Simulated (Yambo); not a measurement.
MgO (rock salt, space group Fm-3m, No. 225), G0W0@LDA in Yambo (6×6×6 mesh, plasmon pole; 14 Ry block, no terminator). The number N of bands in W and G is varied.

```
N   x = 1/N  gap Γ → Γ (eV)  shift of the valence edge (eV)
--  -------  --------------  ------------------------------
25  0.04000           7.725                          -0.905
39  0.02564           7.718                          -1.132
54  0.01852           7.744                          -1.259
71  0.01408               ?                               ?
```

Task: Basis-set arguments suggest E = E∞ + A x. Fix A and E∞ from the two rows above the withheld one, predict the row at 71 bands, and test the form.

Result: Gap: A = (7.744 − (7.718))/(0.01852 − 0.02564) = -3.65, E∞ = 7.812 eV, so 7.760 eV is predicted; the run gave 7.782 eV (miss 22 meV). The first two rows have slope 0.49, so the form doesn't hold yet over the whole range. Shift: A = (-1.259 − (-1.132))/(0.01852 − 0.02564) = 17.8, E∞ = -1.589 eV, so -1.338 eV is predicted; the run gave -1.363 eV (miss 25 meV). The first two rows have slope 15.8, within 15 % of that. The other settings are held fixed.

Geometry relaxed with LDA; primitive cell a = b = c = 2.941 Å, α = β = γ = 60.00°.

A shift is the quasiparticle energy of the state minus its LDA energy.
